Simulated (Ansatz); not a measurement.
**W: from a starting cell to a relaxed one**

The start is a relaxed W cell, doubled along one cell vector, shaken by Gaussian noise of σ = 0.08 Å a coordinate. Cell shape, volume and atoms are optimised at zero target pressure with r2SCAN (plane waves to 500 eV, PAW, scalar-relativistic; Ansatz, a quantum-chemistry and plane-wave program). The first steps use a coarse 12×12×6 k-mesh.

The start:
```
W
1.0
    2.62750     0.00000     0.00000
    0.00000     2.62750     0.00000
    0.00000     0.00000     5.25500
W
2
Direct
  0.95028   0.05590   0.00374
  0.00237   0.00180   0.50484
```

Q: What is the largest force in the starting geometry, and on which atom (counted from 1)?

A: 0.47 eV/Å, on W1, W2 (atoms numbered as listed).

Q: How does the volume per atom move from start to end?

A: -12.2 %, from 18.14 to 15.93 Å³/atom.

Q: How do the shortest distances between atoms change?

A: The closest pairs of elements (up to four, under 3.6 Å), start → end: W–W 2.63 → 2.75 Å.

Final values are on a 21×21×21 k-mesh of the relaxed cell. No spin polarisation in the result.

The run could not lose the symmetry of its start.

Of the parent cell (Pm-3m (No. 221)): it is a generated cell of W: the first start was made by placing the elements on the sites of a structure type, and the end was not matched to a known phase here, so it may be hypothetical. Known forms of W include space group No. 229.
